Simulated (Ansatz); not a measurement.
Sn:
```xyz
2
Lattice="0.0000 3.3280 3.3280 3.3280 0.0000 3.3280 3.3280 3.3280 0.0000" Properties=species:S:1:pos:R:3 pbc="T T T"
Sn     1.6640     1.6640     1.6640
Sn     0.0000     0.0000     0.0000
```

Relaxed with PBE.

**Question.** List the phonon frequencies at the special points (DFPT on a 3×3×3 q-mesh, Fourier-interpolated; PBE in the plane-wave PAW code Ansatz).

**Answer.** In cm⁻¹.

```
q            frequencies
-  ---------------------
Γ      0 0 0 173 173 173
X  26 26 139 139 164 164
U  37 51 125 132 166 169
K  37 51 125 132 166 169
L  30 30 123 142 172 172
W  47 47 126 126 167 167
```

Space group Fd-3m (diamond). This is a known low-temperature phase of the composition, computed here at zero pressure and temperature. The PBE relaxation kept the symmetry of its start; phonons on a q-mesh show no instability. The volume moved by 30 % from the start of the relaxation. As this level gives no gap, phonon frequencies hold no LO–TO term and depend on the k-mesh and smearing (Fermi–Dirac, 0.1 eV here). Spin–orbit coupling is left out wherever it is not named.

Potentials: the later of the program's two PAW sets.
